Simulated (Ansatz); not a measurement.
Given:

SbSBr:
```xyz
12
Lattice="7.9860 0.0000 0.0000 0.0000 3.8822 0.0000 0.0000 0.0000 9.5827" Properties=species:S:1:pos:R:3 pbc="T T T"
Sb     5.0274     0.9706     6.0692
Sb     2.9587     2.9117     3.5135
Sb     6.9517     2.9117     1.2778
Sb     1.0344     0.9706     8.3049
S      2.6598     0.9706     5.2652
S      5.3263     2.9117     4.3175
S      1.3333     2.9117     0.4739
S      6.6528     0.9706     9.1088
Br     0.1312     0.9706     3.1185
Br     7.8548     2.9117     6.4643
Br     3.8618     2.9117     7.9098
Br     4.1242     0.9706     1.6729
```

This is the LDA-relaxed structure. Cartesian axes are those of the cell as given.

**Question.** All from plane-wave PAW LDA (Ansatz code), unless another level is named. Predict the smallest direct gap on the standard path.

**Answer.** 1.69 eV.

**Question.** And the band gap?

**Answer.** 1.47 eV (indirect).

**Question.** Next, the electron effective mass?

**Answer.** 0.22, 0.34, 0.80 mₑ (principal values).

**Question.** What about the valence-band maximum?

**Answer.** on the Y–Γ line, 56 % of the way from Y (k = 0.000, 0.219, 0.000 in fractions of the reciprocal vectors).

Space group Pnma. The workflow started from a Materials Project entry (that database holds measured and hypothetical structures alike); the Crystallography Open Database files this formula in space group No. 62, but the cells were not matched. Whether it is the stable phase at ambient conditions was not checked. The LDA relaxation kept the symmetry of its start; its stability against distortions is not shown here. A crystal of weakly bound chains computed without a dispersion correction: the cell and the soft elastic constants depend strongly on that. Spin–orbit coupling is left out wherever it is not named.

Potentials: the later of the program's two PAW sets.
